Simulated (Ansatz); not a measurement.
The relaxed structure here is a generated cell of S: the first start was made by placing the elements on the sites of a structure type, and the end was not matched to a known phase here, so it may be hypothetical.

The start is a generated cell, S built in the simple-cubic structure type. A full variable-cell relaxation at zero pressure is run with r2SCAN (plane waves to 500 eV, PAW, scalar-relativistic; Ansatz, a quantum-chemistry and plane-wave program). The first steps use a coarse 9×9×9 k-mesh.

The start:
```yaml
crystal:
  lattice:
    - [2.61139, 0.00000, 0.00000]
    - [0.00000, 2.61139, 0.00000]
    - [0.00000, 0.00000, 2.61139]
  atoms:
    - { symbol: S, position: [0.00000, 0.00000, 0.00000] }
```

Q: By how much does the energy per atom fall from start to end?

A: 0.01 eV/atom.

Q: How does the volume change?

A: -4.3 %, from 17.81 to 17.04 Å³/atom.

Q: Write out the relaxed structure.

A: 
```cif
data_S
_chemical_formula_sum 'S1'
_space_group_name_H-M_alt 'Pm-3m'
_space_group_IT_number 221
_space_group_name_Hall '-P 4 2 3'
_cell_length_a 2.57321
_cell_length_b 2.57321
_cell_length_c 2.57321
_cell_angle_alpha 90.000
_cell_angle_beta 90.000
_cell_angle_gamma 90.000
loop_
_atom_site_label
_atom_site_type_symbol
_atom_site_symmetry_multiplicity
_atom_site_Wyckoff_symbol
_atom_site_fract_x
_atom_site_fract_y
_atom_site_fract_z
_atom_site_occupancy
S1 S 1 a 0.00000 0.00000 0.00000 1
```

The space group stays Pm-3m (No. 221) (the run could not lower it); the end is simple cubic type, with 1 atom in the primitive cell. Final values are on a 18×18×18 k-mesh of the relaxed cell. No spin polarisation in the result.

The run could not lose the symmetry of its start: the end is stationary, and may be a saddle point rather than a minimum.
